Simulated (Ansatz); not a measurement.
## Two-dimensional strain map in Ir

Method: DFT LDA, scalar-relativistic, plane waves, PAW (Ansatz 0.2.0). Cutoff 420 eV, Γ-centred 22×22×22 k-points, Gaussian smearing of 0.15 eV. Spin–orbit coupling is left out, which can shift energies with elements as heavy as these. No spin polarisation. Energies are free energies at this smearing, counted from the undisturbed cell; pressure is positive in compression.

The undisturbed cell (as given, not relaxed at this level; it stands at -8.4 GPa):

```yaml
crystal:
  lattice:
    - [0.00000, 1.91970, 1.91970]
    - [1.91970, 0.00000, 1.91970]
    - [1.91970, 1.91970, 0.00000]
  atoms:
    - { symbol: Ir, position: [0.00000, 0.00000, 0.00000] }
```

The cell is strained by p along both x and y and by q along z, fractional coordinates fixed. Points are written (p, q). At -8 GPa the given cell is far from its own equilibrium, so these figures belong to a strongly strained crystal.

Energy above the undisturbed cell in meV/atom (a dash: not computed):

```
 p \ q  -0.080  0.000  0.080
-0.080  1134.2  520.2  412.1
 0.000   146.1    0.0      ?
 0.080   348.0      ?      –
```

Fill in the withheld energies.

(0.000, 0.080): 202.8; (0.080, 0.000): 490.8.